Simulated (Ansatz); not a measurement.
**Ionic part of the dielectric constant of CdC2 at 41 GPa, mode by mode**

Level of theory: DFT PBE, scalar-relativistic, plane waves, PAW (Ansatz). Settings: 420 eV plane-wave cutoff, Γ-centred 8×8×8 mesh, fixed occupations. No spin polarisation. Phonons by linear response, acoustic sum rule imposed.

Symmetry: I4/mmm, No. 139, tetragonal system. Conventional cell: a = 3.410 Å, b = 3.410 Å, c = 5.570 Å, α = 90.00°, β = 90.00°, γ = 90.00°. Around Cd (site symmetry 4/mmm) lie 2 C at 2.16 Å. C (site symmetry 4mm) is surrounded by 1 C at 1.25 Å.

The cell was built by swapping an element in a database structure (itself possibly hypothetical) and relaxing; it need not be the stable form of this composition.

The primitive cell has V = 32.38 Å³ and ε∞,zz = 7.471. Each polar mode adds Δε = (4.92064×10⁷/V)·S/ν² along z, with S its oscillator strength in e²/amu, ν in cm⁻¹ and V in Å³.

Question: From these modes, find each Δε and ε0,zz.
```tsv
ν (cm⁻¹)	S_zz (e²/amu)
431.8	0.2375
```

Answer:
```csv
ν (cm⁻¹),Δε
431.8,1.94
```

The sum is 1.936, so ε0,zz = 9.41; the run's tensor has 9.41.

Question: Where do the longitudinal modes lie for a wave vector along z?

Answer: At 485 cm⁻¹. The Lyddane–Sachs–Teller product Π(ν_LO/ν_TO)² = 1.26 matches ε0/ε∞ = 1.26.